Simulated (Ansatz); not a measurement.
The following input was run with Ansatz 0.2.0.

```yaml
crystal:
  lattice:
    - [4.9064535175, 0.0, 0.0]
    - [0.0, 4.9064535175, 0.0]
    - [0.0, 0.0, 4.9064535175]
  atoms:
    - { symbol: Si, position: [0.0, 0.0, 0.0] }
    - { symbol: Si, position: [0.5, 0.5, 0.5] }
    - { symbol: Mo, position: [0.25, 0.0, 0.5] }
    - { symbol: Mo, position: [0.5, 0.75, 0.0] }
    - { symbol: Mo, position: [0.75, 0.0, 0.5] }
    - { symbol: Mo, position: [0.5, 0.25, 0.0] }
    - { symbol: Mo, position: [0.0, 0.5, 0.75] }
    - { symbol: Mo, position: [0.0, 0.5, 0.25] }
basis:
  ecutwfc: 420
kpoints:
  mp_grid: { grid: [8, 8, 8] }
  band_path:
    path:
      - [[0.0, 0.0, 0.0], [0.0, 0.5, 0.0], [0.5, 0.5, 0.0], [0.0, 0.0, 0.0], [0.5, 0.5, 0.5], [0.0, 0.5, 0.0]]
      - [[0.5, 0.5, 0.5], [0.5, 0.5, 0.0]]
    npoints: 14
hamiltonian:
  xc: pbe
scf:
  occupations: { method: gaussian, width: 0.1 }
  n_extra_bands: 20
output:
  forces: true
  stress: true
  eigenvalues: true
  populations: true
  dos: { projected: true, de: 0.02, nscf_kmesh: { grid: [12, 12, 12] } }
  bader: true
  write_density: true
  write_potential: true
  elf: true
  volumetric_format: npy
```

Run as
```bash
ansatz run input.yaml --threads 2 --pin off --max-ram 5120MiB --backend cpu --events-out ev --progress --plain --runs-dir out
```

Method: DFT PBE, scalar-relativistic, plane waves, PAW in Ansatz.

Part of what the program printed, abridged (iterations and final results):

```
SCF iter   1: F=—  HF=-31010.306626 eV  |F-HF|=—  |Δ(HF+E_count)|=         —  Δρ=4.82e-3  dr2=1.49e-2  ethr=1.77e-3  ⟨swp⟩=5.5  Hψ=8788  notcnv=0  defer=44
SCF iter   2: F=—  HF=-31010.305769 eV  |F-HF|=—  |Δ(HF+E_count)|=   8.57e-4  Δρ=2.66e-3  dr2=4.67e-3  ethr=1.62e-5  ⟨swp⟩=1.7  Hψ=2783  notcnv=0  defer=58
SCF iter   3: F=—  HF=-31010.305281 eV  |F-HF|=—  |Δ(HF+E_count)|=   4.88e-4  Δρ=3.24e-4  dr2=4.72e-5  ethr=5.07e-6  ⟨swp⟩=2.7  Hψ=3220  notcnv=0  defer=58
SCF iter   4: F=—  HF=-31010.305271 eV  |F-HF|=—  |Δ(HF+E_count)|=   9.89e-6  Δρ=5.11e-5  dr2=2.06e-6  ethr=5.13e-8  ⟨swp⟩=2.2  Hψ=3368  notcnv=0  defer=58
SCF iter   5: F=-31010.305271 eV  HF=-31010.305271 eV  |F-HF|=4.17e-9  |Δ(HF+E_count)|=   3.49e-7  Δρ=9.67e-6  dr2=4.92e-8  ethr=2.23e-9  ⟨swp⟩=2.6  Hψ=3322  notcnv=0  defer=58
SCF iter   6: F=-31010.305271 eV  HF=-31010.305271 eV  |F-HF|=1.78e-10  |Δ(HF+E_count)|=   8.16e-9  Δρ=1.16e-6  dr2=7.36e-10  ethr=5.35e-11  ⟨swp⟩=10.4  Hψ=13337  notcnv=0
SCF 1 converged in 6 iterations: F = -31010.305271 eV  dr2 = 7.36e-10
SCF converged after 6 iterations
Free energy (F): -31010.305271 eV
Harris-Foulkes:  -31010.305271 eV  (|F-HF|=1.78e-10)
Internal energy: -31010.282756 eV  (E = F + TS)
E sigma→0 (E₀):  -31010.294014 eV
Entropy (-TS):   -0.022514 eV (-2.814 meV/atom)
Fermi energy:    19.513935 eV
--- Per-component energies (eV) ---
  E_band       = -364.633771
  E_kinetic    = 2742.697485
  E_local      = -5561.789077  (includes V_loc(G=0)·N_el)
  E_nonlocal   = 908.025222
  E_hartree    = 1946.454666
  E_xc         = -1217.172523
  E_vxc        = -1475.707787  (∫ρ·V_xc dr)
  E_paw        = -20234.715621  (= ΣΔE_a)
  E_vpaw       = -870.768794  (= ΣTr[D̂ρ^β])
  E_aug_tail   = 0.000346  (compensation charges beyond the density's cutoff)
  E_ewald      = -9593.783255
  E_smearing   = -0.022514  (= −TS)
--- Forces (eV/Å), atoms counted from 1 ---
  atom   1  Si     0.00000000     0.00000000     0.00000000
  atom   2  Si     0.00000000     0.00000000     0.00000000
  atom   3  Mo     0.00000000     0.00000000     0.00000000
  atom   4  Mo     0.00000000     0.00000000     0.00000000
  atom   5  Mo     0.00000000     0.00000000     0.00000000
  atom   6  Mo     0.00000000     0.00000000     0.00000000
  atom   7  Mo     0.00000000     0.00000000     0.00000000
  atom   8  Mo     0.00000000     0.00000000     0.00000000
--- Stress (GPa, compression-positive) ---
       -0.001754       0.000000       0.000000
        0.000000      -0.001754       0.000000
        0.000000       0.000000      -0.001754
  P = ⅓ Tr σ = -0.0018 GPa (-0.018 kbar)
--- Band table (eV; the first three rows and the last of 35) ---
  k-point 0: bands = ["-41.7714", "-41.6612", "-41.6612", "-41.3430", "-41.3430", "-41.3430", "-16.9587", "-16.9587", "-16.7621", "-16.0060", "-16.0060", "-16.0060", "-15.5264", "-15.5264", "-15.5264", "-15.5001", "-15.5001", "-15.5001", "-15.3763", "-15.3763", "-15.3763", "-14.6292", "-14.6292", "-14.6292", "9.0277", "10.6290", "14.2054", "14.2054", "14.2054", "14.6370", "14.6370", "14.6370", "14.9122", "14.9122", "15.3736", "16.5124", "16.5124", "16.5124", "16.5685", "17.3655", "17.3655", "17.3655", "17.9570", "17.9570", "20.7298", "20.7298", "20.7298", "21.4992", "21.8253", "21.8253", "22.1082", "22.1082", "22.1082", "22.1847", "22.1847", "22.1847", "22.2039", "22.2039", "23.2860", "24.22 ...
  k-point 1: bands = ["-41.7645", "-41.6644", "-41.6522", "-41.3567", "-41.3430", "-41.3430", "-16.9559", "-16.9174", "-16.7333", "-16.0035", "-16.0035", "-15.9837", "-15.5597", "-15.5597", "-15.5207", "-15.5179", "-15.4625", "-15.4625", "-15.3832", "-15.3832", "-15.3821", "-14.7245", "-14.6295", "-14.6295", "9.1285", "10.5939", "14.2542", "14.2542", "14.2968", "14.4006", "14.7001", "14.7001", "14.8458", "15.2319", "15.5013", "16.2420", "16.3998", "16.3998", "16.6120", "17.3573", "17.4841", "17.4841", "18.0188", "18.0473", "20.5022", "20.6326", "20.6326", "21.5562", "21.6636", "21.6818", "21.9624", "21.9624", "21.9855", "22.1022", "22.1022", "22.2682", "22.2943", "22.3307", "23.0250", "24.04 ...
  k-point 2: bands = ["-41.7472", "-41.6735", "-41.6242", "-41.3951", "-41.3430", "-41.3430", "-16.9474", "-16.8834", "-16.5626", "-15.9977", "-15.9977", "-15.9223", "-15.5905", "-15.5905", "-15.5692", "-15.5046", "-15.4235", "-15.4235", "-15.3985", "-15.3975", "-15.3975", "-14.9905", "-14.6300", "-14.6300", "9.4065", "10.5062", "13.8322", "14.3846", "14.3846", "14.4634", "14.8374", "14.8374", "15.0202", "15.5582", "15.8589", "16.0266", "16.2858", "16.2858", "16.7339", "17.3219", "17.5653", "17.5653", "18.0785", "18.1955", "19.7729", "20.4478", "20.4478", "21.2262", "21.3831", "21.5204", "21.5989", "21.5989", "21.9768", "22.0192", "22.0192", "22.4509", "22.5033", "22.5502", "22.6129", "23.66 ...
  k-point 34: bands = ["-41.5237", "-41.5237", "-41.5237", "-41.5237", "-41.5237", "-41.5237", "-15.9146", "-15.9146", "-15.8944", "-15.8944", "-15.8944", "-15.8944", "-15.8944", "-15.8944", "-15.5263", "-15.5263", "-15.5263", "-15.5263", "-15.5263", "-15.5263", "-15.4539", "-15.4539", "-15.4539", "-15.4539", "10.9265", "10.9265", "14.7553", "14.7553", "14.7553", "14.7553", "14.7553", "14.7553", "16.4050", "16.4050", "16.4050", "16.4050", "16.4050", "16.4050", "17.7837", "17.7837", "17.7837", "17.7837", "18.3032", "18.3032", "18.3032", "18.3032", "18.3032", "18.3032", "20.7472", "20.7472", "20.7472", "20.7472", "20.7472", "20.7472", "21.7099", "21.7099", "21.7099", "21.7099", "21.7099", "21. ...
--- Löwdin populations: 8 sites ---
  site symbol q [e]
     0     Si      4.0991
     1     Si      4.0991
     2     Mo     13.8745
     3     Mo     13.8745
     4     Mo     13.8745
     5     Mo     13.8745
     6     Mo     13.8745
     7     Mo     13.8745
  spilling = 0.006031 (of n_electrons = 92.000000)
--- Bader charges: 8 sites ---
  site symbol charge [e]  shift [e]
     0     Si     -0.5120     0.0003
     1     Si     -0.5122     0.0003
     2     Mo      0.1707     0.0001
     3     Mo      0.1707     0.0001
     4     Mo      0.1707     0.0001
     5     Mo      0.1707     0.0001
     6     Mo      0.1707     0.0001
     7     Mo      0.1707     0.0001
  estimated error of the sums over rays = 5.0e-4 e
```

Self-consistency was reached.

The run took 32 s on 2 threads of Intel(R) Xeon(R) 6975P-C (Granite Rapids) (shared host), peak memory 0.73 GiB.